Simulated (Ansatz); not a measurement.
**Is this Al5P2 structure a true minimum?**

The cell was found from a proposed guess, not taken from experiment.

Level of theory: DFT PBE, scalar-relativistic, plane waves, PAW (Ansatz 0.2.0). Cutoff 420 eV; k points 8×8×4 on the computed 7-atom cell (Γ-centred); Gaussian smearing, width 0.10 eV; no spin polarisation.

The cell below (7 atoms, space group P-4m2 (No. 115)) is relaxed within its symmetry.

```
CELL_PARAMETERS angstrom
3.80962 0.00000 0.00000
0.00000 3.80962 0.00000
0.00000 0.00000 9.96797
ATOMIC_POSITIONS crystal
Al 0.00000 0.00000 0.00000
Al 0.50000 0.50000 0.71385
Al 0.50000 0.50000 0.28615
Al 0.50000 0.00000 0.51651
Al 0.00000 0.50000 0.48349
P 0.50000 0.00000 0.14209
P 0.00000 0.50000 0.85791
```

For the test it was strained at random (σ = 1.5 % a component), the atoms were moved at random (σ = 0.05 Å), and all was relaxed again on a coarse 6×6×2 mesh (in the run’s order of axes) with 0.20 eV smearing, with no symmetry imposed.

An odd number of electrons in the primitive cell allows no gap without spin; a larger cell or a magnetic state could open one. The cell is a metal run without spin; a magnetic state may lie lower.

Question: What happens?

Answer: It returns, within 2 meV/atom of the unmoved cell on that mesh and with the same symmetry when read at 0.1 Å. So it is stable against the distortions that fit this cell and that this random move excites. Modes that don't fit the cell aren't tested.
